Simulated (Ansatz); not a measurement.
Ansatz (a first-principles code) input:

Ansatz 0.2 input:
```yaml
crystal:
  lattice:
    - [5.4138965044, 0.0, 0.0]
    - [-2.7069482522, 4.6885719063, 0.0]
    - [0.0, 0.0, 9.6348880259]
  atoms:
    - { symbol: Na, position: [0.3333333333, 0.6666666667, 0.917397899] }
    - { symbol: Na, position: [0.6666666667, 0.3333333333, 0.082602101] }
    - { symbol: Na, position: [0.6666666667, 0.3333333333, 0.417397899] }
    - { symbol: Na, position: [0.3333333333, 0.6666666667, 0.582602101] }
    - { symbol: Na, position: [0.0, 0.0, 0.25] }
    - { symbol: Na, position: [0.0, 0.0, 0.75] }
    - { symbol: Bi, position: [0.6666666667, 0.3333333333, 0.75] }
    - { symbol: Bi, position: [0.3333333333, 0.6666666667, 0.25] }
kpoints:
  mp_grid: { grid: [9, 9, 5] }
hamiltonian:
  xc: pbesol
  pseudopotentials: { azcp: { folder: ./paw }, kind: paw }
scf:
  occupations: { method: fermi_dirac, width: 0.1 }
phonons:
  method: dfpt
  response_accuracy: low
  eigenvectors: true
  rigid_motions: translations
```

Output (shortened):

```
Pseudopotential: Na, paw, valence charge 9
Pseudopotential: Bi, paw, valence charge 15
Functional definition: PBEsol
Crystal: 8 atoms, lattice volume = 244.567 Å³
Basis set: ecut = 420 eV, 4791 PW (Γ), exchange–correlation on 80×80×144 points (8 copies of the dense FFT grid, shifted against one another)
Bands: 51, of which v1, the nominal top of the filled ones, is band 42 counted from 1 (41 counted from 0)
Symmetry: 24 space group operations
k-points: 115 of 405 (irreducible under 2 space group operations, time reversal used)
SCF iter   1: F=—  HF=-33348.923603 eV  |F-HF|=—  |Δ(HF+E_count)|=         —  Δρ=3.79e-2  dr2=4.22e0  ethr=3.10e-3  ⟨swp⟩=8.7  Hψ=26795  notcnv=0  defer=1
preconditioner: auto → Kerker (q_TF=auto, 2.283 Å⁻¹)
SCF iter   2: F=—  HF=-33347.580390 eV  |F-HF|=—  |Δ(HF+E_count)|=    1.34e0  Δρ=1.67e-2  dr2=1.05e0  ethr=3.10e-3  ⟨swp⟩=3.6  Hψ=11922  notcnv=0  defer=100
preconditioner: auto → Resta (q_TF=auto, 2.283 Å⁻¹)
SCF iter   3: F=—  HF=-33347.252886 eV  |F-HF|=—  |Δ(HF+E_count)|=   3.28e-1  Δρ=4.12e-3  dr2=7.37e-2  ethr=1.25e-3  ⟨swp⟩=3.1  Hψ=9587  notcnv=0  defer=100
SCF iter   4: F=—  HF=-33347.244562 eV  |F-HF|=—  |Δ(HF+E_count)|=   8.32e-3  Δρ=1.36e-3  dr2=9.88e-3  ethr=8.78e-5  ⟨swp⟩=2.2  Hψ=7148  notcnv=0  defer=100
SCF iter   5: F=—  HF=-33347.244396 eV  |F-HF|=—  |Δ(HF+E_count)|=   1.66e-4  Δρ=5.38e-4  dr2=7.30e-4  ethr=1.18e-5  ⟨swp⟩=3.0  Hψ=10687  notcnv=0  defer=100
SCF iter   6: F=—  HF=-33347.244339 eV  |F-HF|=—  |Δ(HF+E_count)|=   5.72e-5  Δρ=1.40e-4  dr2=8.72e-5  ethr=8.69e-7  ⟨swp⟩=2.0  Hψ=9927  notcnv=0  defer=100
SCF iter   7: F=—  HF=-33347.244384 eV  |F-HF|=—  |Δ(HF+E_count)|=   4.56e-5  Δρ=2.32e-5  dr2=2.31e-6  ethr=1.04e-7  ⟨swp⟩=2.0  Hψ=6701  notcnv=0  defer=100
SCF iter   8: F=—  HF=-33347.244518 eV  |F-HF|=—  |Δ(HF+E_count)|=   1.34e-4  Δρ=4.55e-6  dr2=9.26e-8  ethr=2.75e-9  ⟨swp⟩=2.0  Hψ=6655  notcnv=0  defer=99
SCF iter  12: F=-33347.244518 eV  HF=-33347.244518 eV  |F-HF|=0.00e0  |Δ(HF+E_count)|=  2.18e-11  Δρ=6.16e-8  dr2=8.01e-12  ethr=1.00e-12  ⟨swp⟩=11.5  Hψ=31871  notcnv=0
SCF 1 converged in 12 iterations: F = -33347.244518 eV  dr2 = 8.01e-12
DFPT response loops at Γ: preconditioner auto → Kerker (q_TF=auto, 2.283 Å⁻¹) (partly filled bands, converged f_vac=0.068) …
SCF converged after 12 iterations
Free energy (F): -33347.244518 eV
Harris-Foulkes:  -33347.244518 eV  (|F-HF|=0.00e0)
Internal energy: -33347.238136 eV  (E = F + TS)
E sigma→0 (E₀):  -33347.241327 eV
Entropy (-TS):   -0.006381 eV (-0.798 meV/atom)
Fermi energy:    4.257246 eV
--- Per-component energies (eV) ---
  E_band       = -1629.474842
  E_kinetic    = 1193.202602
  E_local      = -12196.517045  (includes V_loc(G=0)·N_el)
  E_nonlocal   = 2491.850039
  E_hartree    = 4304.426825
  E_xc         = -516.482838
  E_vxc        = -541.435175  (∫ρ·V_xc dr)
  E_paw        = -22724.933907  (= ΣΔE_a)
  E_vpaw       = -1185.429519  (= ΣTr[D̂ρ^β])
  E_aug_tail   = 0.000551  (compensation charges beyond the density's cutoff)
  E_ewald      = -5899.292116
  E_core_change = 0.507751  (= ΣΔE_core)
  E_smearing   = -0.006381  (= −TS)
  E_closure    = 0.000000  (closes the sum)
  Σ components = -33347.244518   (vs F -33347.244518, Δ=0.00e0)
  [band-id]    e_kinetic+e_local+e_nonlocal+2·e_hartree+e_vxc+e_vpaw+e_augmentation_tail = -1629.474896   (vs E_band -1629.474842, Δ=-5.33e-5)
--- Band table (eV; the first three rows and the last of 115) ---
  k-point 0: bands = ["-47.9956", "-47.9933", "-47.9933", "-47.9910", "-47.7871", "-47.7871", "-20.0981", "-20.0944", "-20.0944", "-20.0918", "-20.0891", "-20.0891", "-20.0765", "-20.0765", "-20.0708", "-20.0708", "-20.0571", "-20.0509", "-19.9089", …
  k-point 1: bands = ["-47.9955", "-47.9940", "-47.9926", "-47.9911", "-47.7871", "-47.7871", "-20.0973", "-20.0940", "-20.0940", "-20.0921", "-20.0898", "-20.0898", "-20.0758", "-20.0758", "-20.0712", "-20.0712", "-20.0568", "-20.0517", "-19.9088", …
  k-point 2: bands = ["-47.9952", "-47.9947", "-47.9919", "-47.9914", "-47.7871", "-47.7871", "-20.0952", "-20.0932", "-20.0929", "-20.0929", "-20.0913", "-20.0913", "-20.0741", "-20.0741", "-20.0724", "-20.0724", "-20.0558", "-20.0538", "-19.9085", …
  k-point 114: bands = ["-47.9947", "-47.9944", "-47.9922", "-47.9919", "-47.7871", "-47.7871", "-20.0984", "-20.0983", "-20.0949", "-20.0936", "-20.0891", "-20.0883", "-20.0756", "-20.0756", "-20.0722", "-20.0707", "-20.0532", "-20.0525", "-19.9080", …
--- Phonons (Γ-DFPT): 6 representative perturbations + reference, on 115 of 405 k-points (Σ response iterations 17) ---
  ASR residual: 5.266e-4 → 0.000e0 eV/Å²; symmetrization residual: 2.892e-4 eV/Å²
  ASR residual per site (eV/Å²): 2.52e-4 2.52e-4 2.52e-4 2.52e-4 1.96e-4 1.96e-4 5.27e-4 5.27e-4
  Γ frequencies (cm⁻¹): 0.00 0.00 0.00 33.02 33.02 59.95 65.55 73.70 78.78 78.78 92.23 92.23 120.75 120.75 120.99 120.99 130.89 136.27 178.60 178.69 178.69 179.84 179.84 186.67
  non-analytic LO–TO correction: not included (Born effective charges unavailable; polar crystals: no LO–TO splitting at Γ)
```

Cost: roughly 16 core-minutes on shared cores.

Space group P6_3/mmc. The first step of the workflow began from a Materials Project structure, measured or hypothetical; the Crystallography Open Database files this formula in space group No. 194, but the cells were not matched. Its standing as an ambient phase is unchecked. The PBEsol relaxation kept the symmetry of its start; its stability against distortions is not shown here. As this level gives no gap, phonon frequencies hold no LO–TO term and depend on the k-mesh and smearing (Fermi–Dirac, 0.1 eV here). Spin–orbit coupling is left out wherever it is not named.

Potentials: the earlier of the program's two PAW sets. The files were generated under PBE; for other functionals the program regenerates the frozen cores, and for LDA and PBEsol the local potential too.

Ansatz is a plane-wave DFT program.
